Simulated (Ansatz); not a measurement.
Each is relaxed and computed with r²SCAN (plane waves, PAW; program Ansatz). Which is the only metal?
A. CaAlHO2, P4/mmm (Ca on 1d, Al on 1a, O on 2f, H on 1b)
B. Zr3HRh, Pm-3m (Rh on 1a, Zr on 3c, H on 1b)
C. NbHO3, Pmm2 (Pearson symbol oP5)
D. LaZrNO2, I2_12_12_1 (Pearson symbol oI20)

B, Zr3HRh, Pm-3m (Rh on 1a, Zr on 3c, H on 1b). Zr3HRh: metal; LaZrNO2: gap 2.66 eV (indirect); NbHO3: gap 2.14 eV (indirect); CaAlHO2: gap 4.37 eV (indirect). Typed or built starts, not in the databases checked: Zr3HRh, Pm-3m (Rh on 1a, Zr on 3c, H on 1b); LaZrNO2, I2_12_12_1 (Pearson symbol oI20); NbHO3, Pmm2 (Pearson symbol oP5); CaAlHO2, P4/mmm (Ca on 1d, Al on 1a, O on 2f, H on 1b). Began spin-polarised and lost the moments: NbHO3, Pmm2 (Pearson symbol oP5). Unstable at this level: Zr3HRh, Pm-3m (Rh on 1a, Zr on 3c, H on 1b). All cells were relaxed under the symmetry of their starts (and spin orders); stability against distortions was not tested throughout. Rows with no word on spin ran without spin polarisation. Scalar-relativistic: spin–orbit coupling is off unless named, which matters more the heavier the elements.

Potentials: the earlier of the program's two PAW sets.
